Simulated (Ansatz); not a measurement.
BaHfO3:
```
CELL_PARAMETERS angstrom
      4.17711     0.00000     0.00000
      0.00000     4.17711     0.00000
      0.00000     0.00000     4.17711
ATOMIC_POSITIONS crystal
  Ba 0.50000 0.50000 0.50000
  Hf 0.00000 0.00000 0.00000
  O  0.00000 0.50000 0.00000
  O  0.50000 0.00000 0.00000
  O  0.00000 0.00000 0.50000
```

Relaxed with r²SCAN. DFT-r²SCAN in the program Ansatz with PAW potentials gives a gap of 4.19 eV.

Question: What gap does HSE06 give on the same cell (Ansatz, PAW)?

Answer: 5.18 eV, 0.98 eV more. The hybrid was solved on a coarser mesh and at special points; its gap is the smallest among all of these.

```json
[
 {"k": "Γ", "v1 r²SCAN": "-0.12", "c1 r²SCAN": "4.19", "v1 HSE06": "-0.16", "c1 HSE06": "5.18"},
 {"k": "R", "v1 r²SCAN": "0.00", "c1 r²SCAN": "6.76", "v1 HSE06": "…", "c1 HSE06": "…"},
 {"k": "M", "v1 r²SCAN": "-0.05", "c1 r²SCAN": "6.84", "v1 HSE06": "…", "c1 HSE06": "…"},
 {"k": "X", "v1 r²SCAN": "-0.45", "c1 r²SCAN": "4.66", "v1 HSE06": "…", "c1 HSE06": "…"}
]
```

Question: Top valence (v1) and lowest conduction level (c1) in eV from each method's valence maximum (which need not be a listed point): supply the withheld HSE06 values.

Answer: 
- M, v1 HSE06: -0.05
- M, c1 HSE06: 8.03
- X, v1 HSE06: -0.52
- X, c1 HSE06: 5.71
- R, v1 HSE06: 0.00
- R, c1 HSE06: 7.68

Cost on shared cores: the r²SCAN run (SCF on a 7×7×7 mesh, then bands and DOS) roughly 50 core-seconds, the HSE06 run (SCF on 4×4×4, then a few points) about 2.6 core-minutes (a rough figure); the tasks are unlike.

Space group Pm-3m (cubic perovskite). The cell was relaxed with r²SCAN under the symmetry of its start; phonons on a q-mesh show no instability. The run is not spin-polarised. Spin–orbit coupling is left out wherever it is not named.

Potentials: the later of the program's two PAW sets.
